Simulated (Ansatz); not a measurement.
Method: Ansatz 0.2.0, DFT PBE, scalar-relativistic, plane waves, PAW. All cells share a 420 eV cutoff and Γ-centred k meshes spaced at most about 0.3 Å⁻¹ (about 0.25 or finer for metals, 2π included). Collinear spin in cells that started with moments and kept them past the coarse steps, no spin elsewhere.

Temperature and zero-point effects are left out. All come from trial cells, and lower structures may exist.

Question: Order these relaxed structures of Na₃Ti₂O by energy, lowest first, with the energy over the lowest of them.
A.

```cif
data_structure
_symmetry_space_group_name_H-M 'P6/mmm'
_symmetry_Int_Tables_number 191
_cell_length_a 5.0158
_cell_length_b 5.0158
_cell_length_c 6.0308
_cell_angle_alpha 90.000
_cell_angle_beta 90.000
_cell_angle_gamma 120.000
_cell_volume 131.40
loop_
_atom_site_label
_atom_site_type_symbol
_atom_site_symmetry_multiplicity
_atom_site_Wyckoff_symbol
_atom_site_fract_x
_atom_site_fract_y
_atom_site_fract_z
_atom_site_occupancy
Na1 Na 3 g 0.50000 0.00000 0.50000 1
Ti1 Ti 2 c 0.33333 0.66667 0.00000 1
O1 O 1 a 0.00000 0.00000 0.00000 1
```

B.

```cif
data_structure
_symmetry_space_group_name_H-M 'P6/mmm'
_symmetry_Int_Tables_number 191
_cell_length_a 6.6849
_cell_length_b 6.6849
_cell_length_c 5.7266
_cell_angle_alpha 90.000
_cell_angle_beta 90.000
_cell_angle_gamma 120.000
_cell_volume 221.62
loop_
_atom_site_label
_atom_site_type_symbol
_atom_site_symmetry_multiplicity
_atom_site_Wyckoff_symbol
_atom_site_fract_x
_atom_site_fract_y
_atom_site_fract_z
_atom_site_occupancy
Na1 Na 3 f 0.50000 0.00000 0.00000 1
Ti1 Ti 2 e 0.00000 0.00000 0.18110 1
O1 O 1 b 0.00000 0.00000 0.50000 1
```

C.

```cif
data_structure
_symmetry_space_group_name_H-M 'P4/mmm'
_symmetry_Int_Tables_number 123
_cell_length_a 2.7588
_cell_length_b 2.7588
_cell_length_c 14.8919
_cell_angle_alpha 90.000
_cell_angle_beta 90.000
_cell_angle_gamma 90.000
_cell_volume 113.34
loop_
_atom_site_label
_atom_site_type_symbol
_atom_site_symmetry_multiplicity
_atom_site_Wyckoff_symbol
_atom_site_fract_x
_atom_site_fract_y
_atom_site_fract_z
_atom_site_occupancy
Na1 Na 2 h 0.50000 0.50000 0.08674 1
Na2 Na 1 d 0.50000 0.50000 0.50000 1
Ti1 Ti 2 g 0.00000 0.00000 0.30223 1
O1 O 1 a 0.00000 0.00000 0.00000 1
```

Answer: B (0 meV/atom), C (56 meV/atom), A (750 meV/atom). Forms: B P6/mmm, no spin; C P4/mmm, moments up to 0.5 μB; A P6/mmm, moments up to 1.9 μB. Counting Na or Ti atoms around O (for each partner element, those within 1.25 times its shortest distance or 1.15 times the sum of covalent radii, where it is the nearest in units of that sum or under 1.3; the shortest distance is added where it is long for a bond): B has O 2; C has O 8; A has O 6 from 2.9 Å. Even the lowest lies +0.05 eV/atom against the elements.

Another magnetic order may lie lower. Cells relaxed within their symmetry can be saddle points. Some structure types and database cells were kept out of the candidates from the start, so a known form may be missing.
